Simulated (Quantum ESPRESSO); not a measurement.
## Zr2Ir3AgTi2 (finding a planted mistake in a log)

Computed values, not a measurement. The program is pw.x of Quantum ESPRESSO 7.5 (plane-wave density functional theory). The cell is made up: eight metal atoms on a hexagonal close-packed lattice, with elements, volume, strain and displacements drawn at random and not relaxed, so it may be unstable or far from any real phase. PseudoDojo standard norm-conserving files set the functional (PBE unless stated); there is no spin polarisation or spin-orbit coupling, the Fermi-Dirac width of 0.25 eV means electrons at about 2900 K, and the masses in the input are unused placeholders. Heavy elements are run without spin-orbit coupling, which real alloys of them have. A spin test at this wide smearing found no moment, but such smearing suppresses magnetism that the real alloy may have.

Intended input:

```
&control calculation='scf', pseudo_dir='./dojo.nc.sr.pbe.v0_5.standard.upf', outdir='./o', disk_io='minimal', tprnfor=.true., tstress=.true. /
&system ibrav=0, nat=8, ntyp=4, nbnd=76, ecutwfc=84.00895049, nosym=.true., tot_charge=0,
 occupations='smearing', smearing='fd', degauss=0.0183746611
/
&electrons conv_thr=1.470e-08, electron_maxstep=70, mixing_beta=0.5 /
ATOMIC_SPECIES
Ag 1.0 Ag.upf
Ir 1.0 Ir.upf
Ti 1.0 Ti.upf
Zr 1.0 Zr.upf
CELL_PARAMETERS angstrom
-2.9838 -0.0153 0.0266
0.0266 5.0637 0.0481
1.5652 -2.6146 -9.6125
ATOMIC_POSITIONS angstrom
Zr 0.0354 -0.0458 0.015
Ir 0.0785 1.563 -2.4728
Zr 0.0388 -0.0558 -4.8142
Ir 0.0992 1.618 -7.1256
Ag -1.4975 2.5447 0.0677
Ti -1.4257 4.2596 -2.362
Ir -1.4211 2.4775 -4.711
Ti -1.4569 -1.0152 -7.1706
K_POINTS automatic
8 5 3 1 1 1
```

The log is shortened where brackets say so; the opening notice, blank lines, dates and the lines on written files are dropped, and the path of the files is cut. It prints rydbergs, bohrs and kilobars, and counts compression as positive stress. Its total energy is the free energy E - TS of the whole cell.

Log of the intended run:

```
     Program PWSCF v.7.5
     Parallel version (MPI & OpenMP), running on       4 processor cores
     Number of MPI processes:                 4
     Threads/MPI process:                     1
     [start-up lines left out]
     bravais-lattice index     =            0
     lattice parameter (alat)  =       5.6389  a.u.
     unit-cell volume          =     976.0989 (a.u.)^3
     number of atoms/cell      =            8
     number of atomic types    =            4
     number of electrons       =       118.00
     number of Kohn-Sham states=           76
     kinetic-energy cutoff     =      84.0090  Ry
     charge density cutoff     =     336.0358  Ry
     scf convergence threshold =      1.5E-08
     mixing beta               =       0.5000
     number of iterations used =            8  plain     mixing
     Exchange-correlation= PBE
                           (   1   4   3   4   0   0   0)
     [axes and pseudopotential details left out]
   Cartesian axes
     site n.     atom                  positions (alat units)
         1        Zr     tau(   1) = (   0.0118634  -0.0153487   0.0050269  )
         2        Ir     tau(   2) = (   0.0263073   0.5238010  -0.8286980  )
         3        Zr     tau(   3) = (   0.0130029  -0.0187000  -1.6133606  )
         4        Ir     tau(   4) = (   0.0332444   0.5422329  -2.3879694  )
         5        Ag     tau(   5) = (  -0.5018503   0.8527936   0.0226880  )
         6        Ti     tau(   6) = (  -0.4777883   1.4275001  -0.7915662  )
         7        Ir     tau(   7) = (  -0.4762467   0.8302731  -1.5787757  )
         8        Ti     tau(   8) = (  -0.4882442  -0.3402193  -2.4030501  )
     number of k points=    60  Fermi-Dirac smearing, width (Ry)=  0.0184
                       cart. coord. in units 2pi/alat
        k(    1) = (  -0.0635099   0.0600068  -0.0784006), wk =   0.0333333
        k(    2) = (  -0.0616473   0.0580232   0.1293921), wk =   0.0333333
     [further k points left out]
     Dense  grid:   101599 G-vectors     FFT dimensions: (  36,  60, 120)
     Estimated max dynamical RAM per process >     415.14 MB
     Estimated total dynamical RAM >       1.55 GB
     Initial potential from superposition of free atoms
     starting charge     117.9912, renormalised to     118.0000
     Starting wfcs are   80 randomized atomic wfcs
     total cpu time spent up to now is        7.6 secs
     per-process dynamical memory:   326.1 Mb
     Self-consistent Calculation
     iteration #  1     ecut=    84.01 Ry     beta= 0.50
     Davidson diagonalization with overlap
     ethr =  1.00E-02,  avg # of iterations =  3.0
     total cpu time spent up to now is       27.4 secs
     total energy              =   -1439.81526251 Ry
     estimated scf accuracy    <       2.05549076 Ry
     iteration #  2     ecut=    84.01 Ry     beta= 0.50
     Davidson diagonalization with overlap
     ethr =  1.74E-03,  avg # of iterations =  4.2
     total cpu time spent up to now is       49.5 secs
     total energy              =   -1437.01619152 Ry
     estimated scf accuracy    <      71.54006629 Ry
     [iterations 3 to 18 left out]
     iteration # 19     ecut=    84.01 Ry     beta= 0.50
     Davidson diagonalization with overlap
     ethr =  3.23E-10,  avg # of iterations =  4.2
     total cpu time spent up to now is      330.0 secs
     total energy              =   -1441.08882055 Ry
     estimated scf accuracy    <       0.00000012 Ry
     iteration # 20     ecut=    84.01 Ry     beta= 0.50
     Davidson diagonalization with overlap
     ethr =  1.03E-10,  avg # of iterations =  2.3
     total cpu time spent up to now is      344.8 secs
     End of self-consistent calculation
     [lines on levels left out]
!    total energy              =   -1441.08882055 Ry
     estimated scf accuracy    <       0.00000001 Ry
     smearing contrib. (-TS)   =      -0.13736784 Ry
     internal energy E=F+TS    =   -1440.95145271 Ry
     The total energy is F=E-TS. E is the sum of the following terms:
     one-electron contribution =    -432.57494718 Ry
     hartree contribution      =     272.66103181 Ry
     xc contribution           =    -252.13944388 Ry
     ewald contribution        =   -1028.89809346 Ry
     convergence has been achieved in  20 iterations
     Forces acting on atoms (cartesian axes, Ry/au):
     atom    1 type  4   force =    -0.00527683    0.01238941    0.02053066
     atom    2 type  2   force =     0.00197975   -0.00126558   -0.00269746
     atom    3 type  4   force =    -0.00057734    0.01214292   -0.00604929
     atom    4 type  2   force =    -0.00011998    0.00134801    0.01218534
     atom    5 type  1   force =     0.00310531   -0.01787184   -0.01513320
     atom    6 type  3   force =     0.00102584   -0.02016879    0.00026003
     atom    7 type  2   force =    -0.00147921    0.01571408   -0.00251016
     atom    8 type  3   force =     0.00134247   -0.00228822   -0.00658592
     Total force =     0.047140     Total SCF correction =     0.000380
     Computing stress (Cartesian axis) and pressure
          total   stress  (Ry/bohr**3)                   (kbar)     P=      -79.06
  -0.00040353  -0.00001923   0.00001716          -59.36       -2.83        2.53
  -0.00001923  -0.00085004   0.00009285           -2.83     -125.05       13.66
   0.00001716   0.00009285  -0.00035880            2.53       13.66      -52.78
     init_run     :      6.59s CPU      6.93s WALL (       1 calls)
     electrons    :    329.97s CPU    337.25s WALL (       1 calls)
     forces       :      2.61s CPU      2.61s WALL (       1 calls)
     stress       :      9.05s CPU      9.05s WALL (       1 calls)
     [timing details left out]
     PWSCF        :   5m48.92s CPU   5m56.57s WALL
     JOB DONE.
```

A second run was made from an input with one planted mistake. Its log:

```
     Program PWSCF v.7.5
     Parallel version (MPI & OpenMP), running on       4 processor cores
     Number of MPI processes:                 4
     Threads/MPI process:                     1
     [start-up lines left out]
     bravais-lattice index     =            0
     lattice parameter (alat)  =       5.6389  a.u.
     unit-cell volume          =     976.0989 (a.u.)^3
     number of atoms/cell      =            8
     number of atomic types    =            5
     number of electrons       =       114.00
     number of Kohn-Sham states=           74
     kinetic-energy cutoff     =      84.0090  Ry
     charge density cutoff     =     336.0358  Ry
     scf convergence threshold =      1.5E-08
     mixing beta               =       0.5000
     number of iterations used =            8  plain     mixing
     Exchange-correlation= PBE
                           (   1   4   3   4   0   0   0)
     [axes and pseudopotential details left out]
   Cartesian axes
     site n.     atom                  positions (alat units)
         1        Zr     tau(   1) = (   0.0118634  -0.0153487   0.0050269  )
         2        Ir     tau(   2) = (   0.0263073   0.5238010  -0.8286980  )
         3        Zr     tau(   3) = (   0.0130029  -0.0187000  -1.6133606  )
         4        Ir     tau(   4) = (   0.0332444   0.5422329  -2.3879694  )
         5        Ag     tau(   5) = (  -0.5018503   0.8527936   0.0226880  )
         6        Ti     tau(   6) = (  -0.4777883   1.4275001  -0.7915662  )
         7        Ga     tau(   7) = (  -0.4762467   0.8302731  -1.5787757  )
         8        Ti     tau(   8) = (  -0.4882442  -0.3402193  -2.4030501  )
     number of k points=    60  Fermi-Dirac smearing, width (Ry)=  0.0184
                       cart. coord. in units 2pi/alat
        k(    1) = (  -0.0635099   0.0600068  -0.0784006), wk =   0.0333333
        k(    2) = (  -0.0616473   0.0580232   0.1293921), wk =   0.0333333
     [further k points left out]
     Dense  grid:   101599 G-vectors     FFT dimensions: (  36,  60, 120)
     Estimated max dynamical RAM per process >     411.24 MB
     Estimated total dynamical RAM >       1.53 GB
     Initial potential from superposition of free atoms
     starting charge     113.9887, renormalised to     114.0000
     Starting wfcs are   79 randomized atomic wfcs
     total cpu time spent up to now is        8.6 secs
     per-process dynamical memory:   328.2 Mb
     Self-consistent Calculation
     iteration #  1     ecut=    84.01 Ry     beta= 0.50
     Davidson diagonalization with overlap
     ethr =  1.00E-02,  avg # of iterations =  2.9
     total cpu time spent up to now is       32.1 secs
     total energy              =   -1362.41581669 Ry
     estimated scf accuracy    <       2.12254411 Ry
     iteration #  2     ecut=    84.01 Ry     beta= 0.50
     Davidson diagonalization with overlap
     ethr =  1.86E-03,  avg # of iterations =  4.0
     total cpu time spent up to now is       59.5 secs
     total energy              =   -1360.95933117 Ry
     estimated scf accuracy    <      36.76052403 Ry
     [iterations 3 to 16 left out]
     iteration # 17     ecut=    84.01 Ry     beta= 0.50
     Davidson diagonalization with overlap
     ethr =  7.44E-10,  avg # of iterations =  4.2
     total cpu time spent up to now is      391.7 secs
     total energy              =   -1363.70923117 Ry
     estimated scf accuracy    <       0.00000029 Ry
     iteration # 18     ecut=    84.01 Ry     beta= 0.50
     Davidson diagonalization with overlap
     ethr =  2.53E-10,  avg # of iterations =  1.7
     total cpu time spent up to now is      411.1 secs
     End of self-consistent calculation
     [lines on levels left out]
!    total energy              =   -1363.70923118 Ry
     estimated scf accuracy    <       0.00000001 Ry
     smearing contrib. (-TS)   =      -0.12664460 Ry
     internal energy E=F+TS    =   -1363.58258658 Ry
     The total energy is F=E-TS. E is the sum of the following terms:
     one-electron contribution =    -430.02614569 Ry
     hartree contribution      =     275.62986555 Ry
     xc contribution           =    -250.48442661 Ry
     ewald contribution        =    -958.70187982 Ry
     convergence has been achieved in  18 iterations
     Forces acting on atoms (cartesian axes, Ry/au):
     atom    1 type  5   force =    -0.00540723    0.01231813    0.02013225
     atom    2 type  3   force =     0.00029438   -0.00536411   -0.01003835
     atom    3 type  5   force =    -0.00055321    0.00343978   -0.00590834
     atom    4 type  3   force =     0.00211679    0.00897537    0.01335173
     atom    5 type  1   force =     0.00289909   -0.01764846   -0.01480449
     atom    6 type  4   force =     0.00122664   -0.01262646    0.00775203
     atom    7 type  2   force =    -0.00151296    0.00561551    0.00409827
     atom    8 type  4   force =     0.00093651    0.00529025   -0.01458310
     Total force =     0.045590     Total SCF correction =     0.000453
     Computing stress (Cartesian axis) and pressure
          total   stress  (Ry/bohr**3)                   (kbar)     P=      -47.90
  -0.00011421  -0.00002138   0.00000264          -16.80       -3.15        0.39
  -0.00002138  -0.00050362   0.00009764           -3.15      -74.08       14.36
   0.00000264   0.00009764  -0.00035911            0.39       14.36      -52.83
     init_run     :      6.92s CPU      7.20s WALL (       1 calls)
     electrons    :    390.99s CPU    402.53s WALL (       1 calls)
     forces       :      3.31s CPU      3.39s WALL (       1 calls)
     stress       :     12.14s CPU     12.18s WALL (       1 calls)
     [timing details left out]
     PWSCF        :   6m54.78s CPU   7m 6.85s WALL
     JOB DONE.
```

Question: the log repeats what the program read. Compare it with the intended run: what was wrong in the second input?

Answer: one atom is of a wrong element. The input lines that differ:

```
- &system ibrav=0, nat=8, ntyp=4, nbnd=76, ecutwfc=84.00895049, nosym=.true., tot_charge=0,
+ &system ibrav=0, nat=8, ntyp=5, nbnd=74, ecutwfc=84.00895049, nosym=.true., tot_charge=0,
+ Ga 1.0 Ga.upf
- Ir -1.4211 2.4775 -4.711
+ Ga -1.4211 2.4775 -4.711
```

|  | intended run | run with the mistake |
| --- | --- | --- |
| free energy (eV) | -19607.012 | -18554.209 |
| entropy term -TS, part of it (eV) | -1.869 | -1.723 |
| pressure (GPa) | -7.91 | -4.79 |
| size of the largest force component (eV/Å) | 0.528 | 0.518 |
| largest change of a force component (eV/Å) |  | 0.260 |
| iterations | 20 | 18 |

For scale, a rerun of the intended cell at a higher cutoff and on a denser mesh moved values by no more than 0.004 eV in energy, 0.09 GPa in stress and 0.006 eV/Å in force, and a second program with other atomic files agreed on that cell to 2 % rms in force and 0.5 GPa in pressure. Files of another functional or element have another zero of energy, so the energy change says nothing on stability. The number of bands, nbnd, was set by rule from the electron count, so it follows the mistake.